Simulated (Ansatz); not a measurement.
Here is the system:

ReS2:
```
ReS2
1.0
    5.39610     0.00000     0.00000
    0.00000     5.39610     0.00000
    0.00000     0.00000     3.56547
Re S
2 4
Direct
  0.00000   0.00000   0.00000
  0.50000   0.50000   0.50000
  0.30291   0.30291   0.00000
  0.80291   0.19709   0.50000
  0.19709   0.80291   0.50000
  0.69709   0.69709   0.00000
```

This is the LDA-relaxed structure.

Question: All from LDA (plane waves, PAW; program Ansatz), unless another level is named. Give the electronic character.

Answer: metallic (no gap).

Question: Next, the formation energy from the elements (no fitted shifts)?

Answer: -0.31 eV/atom.

Question: And the density of states at the Fermi level?

Answer: 0.93 states/eV per atom (mean over ±0.08 eV).

Space group P4_2/mnm (rutile). The cell is a constructed one: a structure type filled with these elements; neither database checked (COD, Materials Project) lists it. Whether it is the stable phase at ambient conditions was not checked. The LDA relaxation kept the symmetry of its start; of distortions, only those at the zone centre were tested. No spin polarisation was allowed. The references are the lowest solids computed at this level, not always the standard phases. Scalar-relativistic: spin–orbit coupling is off unless named, which matters more the heavier the elements.

Potentials: the later of the program's two PAW sets.
